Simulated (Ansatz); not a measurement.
A 12-atom cell of Ti3SiO8 built on the rutile structure (relaxed group Cmmm) was relaxed with 3 functionals in the PAW code Ansatz, cell and atoms free, the symmetry of the start kept (meshes: PBE 6×6×4, r2SCAN 6×6×4, PBEsol 6×6×4). All values are calculated for a non-magnetic cell, which may be hypothetical.

The PBE result:
```
CELL_PARAMETERS angstrom
3.20320 -3.21283 0.00000
3.20320 3.21283 0.00000
0.00000 0.00000 5.81563
ATOMIC_POSITIONS crystal
Ti 0.50000 0.50000 0.25563
Ti 0.00000 0.00000 0.00000
O 0.18735 0.18735 0.26997
O 0.81265 0.81265 0.26997
O 0.69476 0.30524 0.00000
O 0.30524 0.69476 0.00000
Ti 0.50000 0.50000 0.74437
Si 0.00000 0.00000 0.50000
O 0.18735 0.18735 0.73003
O 0.81265 0.81265 0.73003
O 0.70824 0.29176 0.50000
O 0.29176 0.70824 0.50000
```

It is orthorhombic, Cmmm (No. 65); conventional cell a = 6.406 Å, b = 6.426 Å, c = 5.816 Å, 9.98 Å³ an atom. Around Ti lie 6 O at 1.94–2.00 Å and 2 Ti at 2.84–2.97 Å; around Ti lie 6 O at 1.96–1.98 Å; around O lie 1 Si at 1.80 Å and 2 Ti at 1.98–2.00 Å; around O lie 3 Ti at 1.94–1.96 Å; around Si lie 6 O at 1.80–1.87 Å; around O lie 1 Si at 1.87 Å and 2 Ti at 1.95 Å.

Task: What lattice does r2SCAN give?

Result: a = 6.341 Å, b = 6.357 Å, c = 5.787 Å; the volume differs by -2.6 % from PBE's. Ti has 6 O at 1.93–1.98 Å and 2 Ti at 2.82–2.96 Å; Ti has 6 O at 1.94–1.97 Å; O has 1 Si at 1.78 Å and 2 Ti at 1.97–1.98 Å (further sites aren't listed).

Task: What lattice does PBEsol give?

Result: a = 6.337 Å, b = 6.358 Å, c = 5.770 Å; the volume differs by -2.9 % from PBE's. Ti is surrounded by 6 O at 1.93–1.98 Å and 2 Ti at 2.82–2.95 Å; Ti is surrounded by 6 O at 1.94–1.96 Å; O is surrounded by 1 Si at 1.79 Å and 2 Ti at 1.96–1.98 Å (further sites aren't listed).

Task: Held at the r2SCAN cell, what mean stress does PBE find, and does its sign point to its own minimum?

Result: Yes. PBE +6.12 GPa, and its relaxed volume is +2.6 % from r2SCAN's. Compression counts positive, so a positive stress asks for a larger cell.
